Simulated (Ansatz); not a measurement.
A distorted cell of InSb (zinc blende):

```
CELL_PARAMETERS angstrom
      0.00000     6.63461     6.63461
      3.31730     0.00000     3.31730
      3.31730     3.31730     0.00000
ATOMIC_POSITIONS crystal
  Sb 0.37500 0.75000 0.75000
  Sb 0.87500 0.75000 0.75000
  In 0.97006 0.94013 0.94013
  In 0.50000 0.00000 0.00000
```

Method: PBE (plane waves to 420 eV, PAW, scalar-relativistic; Ansatz, a first-principles code). k mesh 5×10×10 (Γ-centred), Fermi-Dirac smearing 0.05 eV. Energies are smeared free energies. Stress and pressure are positive under compression. With partly filled bands, energies and forces of such displacements shift with the k mesh and the smearing. At this level the bands of InSb touch or barely overlap; measurements give the solid a gap. InSb was relaxed with its symmetry unable to fall. Spin-orbit coupling is left out, though Sb is heavy.

Question: Predict the force on every atom, in eV/Å.

Answer: 
```
atom      Fx      Fy      Fz
----  ------  ------  ------
Sb1    0.168  -0.460  -0.460
Sb2   -7.029  -6.509  -6.509
In3    6.672   7.049   7.049
In4    0.189  -0.080  -0.080
```

Question: What is the stress tensor (GPa)?

Answer: 
```
    7.1      8.4      8.4
    8.4      6.8      8.2
    8.4      8.2      6.8
```
The pressure, a third of the trace, is 6.9 GPa.

Question: In it atom 3 sits (-0.397, -0.397, -0.397) Å away from its relaxed site. What is its energy relative to the relaxed cell?

Answer: 2872 meV/cell.

(A displaced cell: forces are minus the slopes of the energy, force constants its curvatures, and phonons follow from these.)
